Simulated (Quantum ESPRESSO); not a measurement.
# Si3GaO7F: finding a planted mistake in a log

A calculation, not a measurement. The program is pw.x of Quantum ESPRESSO 7.5 (plane-wave density functional theory). The cell is made up: 12 atoms on a fluorite lattice, with randomly drawn elements, strain and displacements, not relaxed. PseudoDojo standard norm-conserving files (v0.5 for PBE, v0.4.1 for LDA and PBEsol) set the functional; there is no spin polarisation, spin-orbit coupling or dispersion term, and the masses in the input are unused placeholders.

Intended input:

```
&control calculation='scf', pseudo_dir='./dojo.nc.sr.pbe.v0_5.standard.upf', outdir='./o', disk_io='low', tprnfor=.true., tstress=.true. /
&system ibrav=0, nat=12, ntyp=4, nbnd=43, ecutwfc=84.00895049, nosym=.true., tot_charge=0,
 occupations='smearing', smearing='fd', degauss=0.0018374661
/
&electrons conv_thr=7.350e-09, electron_maxstep=60, /
ATOMIC_SPECIES
F 1.0 F.upf
Ga 1.0 Ga.upf
O 1.0 O.upf
Si 1.0 Si.upf
CELL_PARAMETERS angstrom
4.6709 0.0 0.0
0.0 4.6709 0.0
0.0 0.0 4.6709
ATOMIC_POSITIONS angstrom
Si -0.0512 0.0095 -0.032
Ga -0.0257 2.3389 2.3439
Si 2.3768 0.0025 2.3275
Si 2.3 2.3048 -0.0293
O 1.1384 1.1794 1.1307
O 1.123 1.2177 3.5022
F 1.1342 3.5251 1.1562
O 1.1686 3.5208 3.4658
O 3.4925 1.1499 1.1225
O 3.4456 1.1666 3.5041
O 3.5175 3.5387 1.184
O 3.549 3.4278 3.4724
K_POINTS automatic
5 5 5 1 1 1
```

The log is shortened where brackets say so; the opening notice, blank lines, dates and the lines on written files are dropped, and the path of the files is cut. It prints rydbergs, bohrs and kilobars, and counts compression as positive stress. Where no state is partly filled, the Fermi energy that it prints is only some level between the filled and the empty states on the mesh, and need not lie in the true gap.

Log of the intended run:

```
     Program PWSCF v.7.5
     Parallel version (MPI & OpenMP), running on       4 processor cores
     Number of MPI processes:                 4
     Threads/MPI process:                     1
     [start-up lines left out]
     bravais-lattice index     =            0
     lattice parameter (alat)  =       8.8267  a.u.
     unit-cell volume          =     687.6989 (a.u.)^3
     number of atoms/cell      =           12
     number of atomic types    =            4
     number of electrons       =        74.00
     number of Kohn-Sham states=           43
     kinetic-energy cutoff     =      84.0090  Ry
     charge density cutoff     =     336.0358  Ry
     scf convergence threshold =      7.3E-09
     mixing beta               =       0.7000
     number of iterations used =            8  plain     mixing
     Exchange-correlation= PBE
                           (   1   4   3   4   0   0   0)
     [axes and pseudopotential details left out]
   Cartesian axes
     site n.     atom                  positions (alat units)
         1        Si     tau(   1) = (  -0.0109615   0.0020339  -0.0068509  )
         2        Ga     tau(   2) = (  -0.0055022   0.5007386   0.5018091  )
         3        Si     tau(   3) = (   0.5088527   0.0005352   0.4982980  )
         4        Si     tau(   4) = (   0.4924105   0.4934381  -0.0062729  )
         5        O      tau(   5) = (   0.2437218   0.2524995   0.2420733  )
         6        O      tau(   6) = (   0.2404248   0.2606992   0.7497913  )
         7        F      tau(   7) = (   0.2428226   0.7546940   0.2475326  )
         8        O      tau(   8) = (   0.2501873   0.7537734   0.7419983  )
         9        O      tau(   9) = (   0.7477146   0.2461838   0.2403177  )
        10        O      tau(  10) = (   0.7376737   0.2497591   0.7501980  )
        11        O      tau(  11) = (   0.7530669   0.7576056   0.2534843  )
        12        O      tau(  12) = (   0.7598107   0.7338629   0.7434113  )
     number of k points=    63  Fermi-Dirac smearing, width (Ry)=  0.0018
                       cart. coord. in units 2pi/alat
        k(    1) = (   0.1000000   0.1000000   0.1000000), wk =   0.0320000
        k(    2) = (   0.1000000   0.1000000   0.3000000), wk =   0.0320000
     [further k points left out]
     Dense  grid:    71591 G-vectors     FFT dimensions: (  54,  54,  54)
     Estimated max dynamical RAM per process >     200.70 MB
     Estimated total dynamical RAM >     750.36 MB
     Initial potential from superposition of free atoms
     starting charge      73.9955, renormalised to      74.0000
     Starting wfcs are   53 randomized atomic wfcs
     total cpu time spent up to now is        2.6 secs
     per-process dynamical memory:   160.4 Mb
     Self-consistent Calculation
     iteration #  1     ecut=    84.01 Ry     beta= 0.70
     Davidson diagonalization with overlap
     ethr =  1.00E-02,  avg # of iterations =  3.2
     total cpu time spent up to now is        7.4 secs
     total energy              =    -457.94801623 Ry
     estimated scf accuracy    <       2.74308101 Ry
     iteration #  2     ecut=    84.01 Ry     beta= 0.70
     Davidson diagonalization with overlap
     ethr =  3.71E-03,  avg # of iterations =  2.4
     total cpu time spent up to now is       12.3 secs
     total energy              =    -458.67111654 Ry
     estimated scf accuracy    <       2.45457024 Ry
     [iterations 3 to 11 left out]
     iteration # 12     ecut=    84.01 Ry     beta= 0.70
     Davidson diagonalization with overlap
     ethr =  7.13E-11,  avg # of iterations =  3.2
     total cpu time spent up to now is       57.8 secs
     total energy              =    -459.14509853 Ry
     estimated scf accuracy    <       0.00000005 Ry
     iteration # 13     ecut=    84.01 Ry     beta= 0.70
     Davidson diagonalization with overlap
     ethr =  6.45E-11,  avg # of iterations =  2.0
     total cpu time spent up to now is       61.7 secs
     End of self-consistent calculation
     [lines on levels left out]
     the Fermi energy is    11.7870 ev
!    total energy              =    -459.14509853 Ry
     estimated scf accuracy    <          2.9E-09 Ry
     smearing contrib. (-TS)   =      -0.00000000 Ry
     internal energy E=F+TS    =    -459.14509853 Ry
     The total energy is F=E-TS. E is the sum of the following terms:
     one-electron contribution =    -111.62800523 Ry
     hartree contribution      =     118.70818693 Ry
     xc contribution           =    -121.74482799 Ry
     ewald contribution        =    -344.48045224 Ry
     convergence has been achieved in  13 iterations
     Forces acting on atoms (cartesian axes, Ry/au):
     atom    1 type  4   force =    -0.06908552    0.08627275   -0.06967399
     atom    2 type  2   force =    -0.03475559   -0.07406250    0.02806149
     atom    3 type  4   force =     0.06926014    0.08038483    0.07088024
     atom    4 type  4   force =     0.06794188   -0.09595661   -0.08543762
     atom    5 type  3   force =     0.05362947   -0.03786840   -0.01727842
     atom    6 type  3   force =     0.02402058   -0.04476988    0.03422854
     atom    7 type  1   force =     0.03913108    0.01622616   -0.03737032
     atom    8 type  3   force =     0.07823053    0.06849230    0.05245157
     atom    9 type  3   force =    -0.04295306   -0.01030706   -0.01619514
     atom   10 type  3   force =    -0.05072555   -0.09583716    0.00829539
     atom   11 type  3   force =    -0.07190982    0.02784012   -0.05445985
     atom   12 type  3   force =    -0.06278414    0.07958543    0.08649812
     Total force =     0.357466     Total SCF correction =     0.000048
     Computing stress (Cartesian axis) and pressure
          total   stress  (Ry/bohr**3)                   (kbar)     P=       16.87
   0.00010684  -0.00015392   0.00010644           15.72      -22.64       15.66
  -0.00015392   0.00011107   0.00009260          -22.64       16.34       13.62
   0.00010644   0.00009260   0.00012617           15.66       13.62       18.56
     init_run     :      2.37s CPU      2.47s WALL (       1 calls)
     electrons    :     58.85s CPU     59.13s WALL (       1 calls)
     forces       :      0.99s CPU      0.99s WALL (       1 calls)
     stress       :      3.30s CPU      3.30s WALL (       1 calls)
     [timing details left out]
     PWSCF        :   1m 5.61s CPU   1m 6.03s WALL
     JOB DONE.
```

A second run was made from an input with one planted mistake. Its log:

```
     Program PWSCF v.7.5
     Parallel version (MPI & OpenMP), running on       4 processor cores
     Number of MPI processes:                 4
     Threads/MPI process:                     1
     [start-up lines left out]
     bravais-lattice index     =            0
     lattice parameter (alat)  =       8.8267  a.u.
     unit-cell volume          =     687.6989 (a.u.)^3
     number of atoms/cell      =           12
     number of atomic types    =            4
     number of electrons       =        73.00
     number of Kohn-Sham states=           43
     kinetic-energy cutoff     =      84.0090  Ry
     charge density cutoff     =     336.0358  Ry
     scf convergence threshold =      7.3E-09
     mixing beta               =       0.7000
     number of iterations used =            8  plain     mixing
     Exchange-correlation= PBE
                           (   1   4   3   4   0   0   0)
     [axes and pseudopotential details left out]
   Cartesian axes
     site n.     atom                  positions (alat units)
         1        Si     tau(   1) = (  -0.0109615   0.0020339  -0.0068509  )
         2        Ga     tau(   2) = (  -0.0055022   0.5007386   0.5018091  )
         3        Si     tau(   3) = (   0.5088527   0.0005352   0.4982980  )
         4        Si     tau(   4) = (   0.4924105   0.4934381  -0.0062729  )
         5        O      tau(   5) = (   0.2437218   0.2524995   0.2420733  )
         6        O      tau(   6) = (   0.2404248   0.2606992   0.7497913  )
         7        F      tau(   7) = (   0.2428226   0.7546940   0.2475326  )
         8        O      tau(   8) = (   0.2501873   0.7537734   0.7419983  )
         9        O      tau(   9) = (   0.7477146   0.2461838   0.2403177  )
        10        O      tau(  10) = (   0.7376737   0.2497591   0.7501980  )
        11        O      tau(  11) = (   0.7530669   0.7576056   0.2534843  )
        12        O      tau(  12) = (   0.7598107   0.7338629   0.7434113  )
     number of k points=    63  Fermi-Dirac smearing, width (Ry)=  0.0018
                       cart. coord. in units 2pi/alat
        k(    1) = (   0.1000000   0.1000000   0.1000000), wk =   0.0320000
        k(    2) = (   0.1000000   0.1000000   0.3000000), wk =   0.0320000
     [further k points left out]
     Dense  grid:    71591 G-vectors     FFT dimensions: (  54,  54,  54)
     Estimated max dynamical RAM per process >     200.70 MB
     Estimated total dynamical RAM >     750.36 MB
     Initial potential from superposition of free atoms
     starting charge      73.9955, renormalised to      73.0000
     Starting wfcs are   53 randomized atomic wfcs
     total cpu time spent up to now is        2.6 secs
     per-process dynamical memory:   160.4 Mb
     Self-consistent Calculation
     iteration #  1     ecut=    84.01 Ry     beta= 0.70
     Davidson diagonalization with overlap
     ethr =  1.00E-02,  avg # of iterations =  3.0
     total cpu time spent up to now is        7.6 secs
     total energy              =    -458.68403573 Ry
     estimated scf accuracy    <       2.90499238 Ry
     iteration #  2     ecut=    84.01 Ry     beta= 0.70
     Davidson diagonalization with overlap
     ethr =  3.98E-03,  avg # of iterations =  2.1
     total cpu time spent up to now is       12.6 secs
     total energy              =    -459.46181226 Ry
     estimated scf accuracy    <       2.38298748 Ry
     [iterations 3 to 13 left out]
     iteration # 14     ecut=    84.01 Ry     beta= 0.70
     Davidson diagonalization with overlap
     ethr =  2.39E-11,  avg # of iterations =  4.3
     total cpu time spent up to now is       66.0 secs
     total energy              =    -459.92684688 Ry
     estimated scf accuracy    <          8.0E-09 Ry
     iteration # 15     ecut=    84.01 Ry     beta= 0.70
     Davidson diagonalization with overlap
     ethr =  1.10E-11,  avg # of iterations =  2.0
     total cpu time spent up to now is       70.4 secs
     End of self-consistent calculation
     [lines on levels left out]
     the Fermi energy is    10.3324 ev
!    total energy              =    -459.92684688 Ry
     estimated scf accuracy    <          9.6E-10 Ry
     smearing contrib. (-TS)   =      -0.00090601 Ry
     internal energy E=F+TS    =    -459.92594087 Ry
     The total energy is F=E-TS. E is the sum of the following terms:
     one-electron contribution =    -112.61528161 Ry
     hartree contribution      =     117.76634091 Ry
     xc contribution           =    -120.59654793 Ry
     ewald contribution        =    -344.48045224 Ry
     convergence has been achieved in  15 iterations
     Forces acting on atoms (cartesian axes, Ry/au):
     atom    1 type  4   force =    -0.03772490    0.04847403   -0.04025043
     atom    2 type  2   force =    -0.01482617   -0.04336524    0.00277156
     atom    3 type  4   force =     0.04387446    0.04261403    0.03630601
     atom    4 type  4   force =     0.04489426   -0.04981661   -0.05471025
     atom    5 type  3   force =     0.05134949   -0.03792191   -0.02093400
     atom    6 type  3   force =     0.03391099   -0.05348261    0.03605114
     atom    7 type  1   force =     0.04085972    0.01798353   -0.03811870
     atom    8 type  3   force =     0.07161982    0.06379440    0.05583768
     atom    9 type  3   force =    -0.04816072   -0.01574156   -0.02137364
     atom   10 type  3   force =    -0.04308886   -0.08262701    0.01457360
     atom   11 type  3   force =    -0.07147440    0.02867206   -0.05493258
     atom   12 type  3   force =    -0.07123370    0.08141689    0.08477961
     Total force =     0.292225     Total SCF correction =     0.000100
     Computing stress (Cartesian axis) and pressure
          total   stress  (Ry/bohr**3)                   (kbar)     P=     -256.46
  -0.00178142  -0.00014718   0.00010620         -262.06      -21.65       15.62
  -0.00014718  -0.00171368   0.00010330          -21.65     -252.09       15.20
   0.00010620   0.00010330  -0.00173501           15.62       15.20     -255.23
     init_run     :      2.45s CPU      2.55s WALL (       1 calls)
     electrons    :     67.58s CPU     67.76s WALL (       1 calls)
     forces       :      1.03s CPU      1.03s WALL (       1 calls)
     stress       :      3.49s CPU      3.50s WALL (       1 calls)
     [timing details left out]
     PWSCF        :   1m14.61s CPU   1m14.93s WALL
     JOB DONE.
```

Question: what was wrong in the second input?

Answer: the cell has the wrong charge. The input lines that differ, file-writing options aside:

```
- &system ibrav=0, nat=12, ntyp=4, nbnd=43, ecutwfc=84.00895049, nosym=.true., tot_charge=0,
+ &system ibrav=0, nat=12, ntyp=4, nbnd=43, ecutwfc=84.00895049, nosym=.true., tot_charge=1,
```

|  | intended run | run with the mistake |
| --- | --- | --- |
| free energy (eV) | -6246.987 | -6257.624 |
| smearing term -TS (eV) | 0.0000 | -0.0123 |
| pressure (GPa) | 1.69 | -25.65 |
| largest force component (eV/Å) | 2.467 | 2.180 |
| largest change of a force component (eV/Å) |  | 1.186 |
| iterations | 13 | 15 |

For scale, a rerun of the intended cell at a cutoff of 1437 eV and k mesh 7 x 7 x 7 moved values by no more than 0.002 eV in energy, 0.03 GPa in stress and 0.002 eV/Å in force. The charged cell sits in a uniform background, so its energy and stress rest on the program's zero of potential.